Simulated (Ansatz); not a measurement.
KRb$_{2}$: computed properties

The calculation used DFT PBE, scalar-relativistic, plane waves, PAW (Ansatz 0.2.0).

Settings: cutoff 420 eV, Γ-centred mesh 8×8×8 on the computed 3-atom cell, Gaussian smearing of 0.10 eV; no spin polarisation.

The structure is relaxed at this level of theory with its symmetry kept, and needn't be the ground state of this composition.

Space group Fm-3m (No. 225). a = 10.624 Å, b = 10.624 Å, c = 10.624 Å, α = 90.00°, β = 90.00°, γ = 90.00°
```json
{"atom": "K", "site": "4a", "symmetry": "m-3m", "x": "0.0000", "y": "0.0000", "z": "0.0000"}
{"atom": "Rb", "site": "8c", "symmetry": "-43m", "x": "0.2500", "y": "0.2500", "z": "0.7500"}
```

```json
{"Space group": "Fm-3m (No. 225)", "Volume per atom": "99.93 Å³", "Formation energy from the elements' standard states (uncorrected)": "+0.106 eV/atom", "Kohn–Sham band gap": "none (metal)", "Density of states at the Fermi level": "1.9 states/eV per cell", "Orbital (Löwdin) character within 0.5 eV of the Fermi level": "Rb 5s 59 %, K 4s 25 %, unprojected 16 %", "Bader charge by site (e)": "K (1 in the cell) -0.36, Rb (2 in the cell) 0.18"}
```

Another cell of KRb2 relaxed alike, in R-3m, lies 103 meV/atom lower, so this cell isn't the stable form at this level.

The cell was found from a structure generator's guess, not taken from experiment. Löwdin shares on free-atom orbitals overweight diffuse shells.
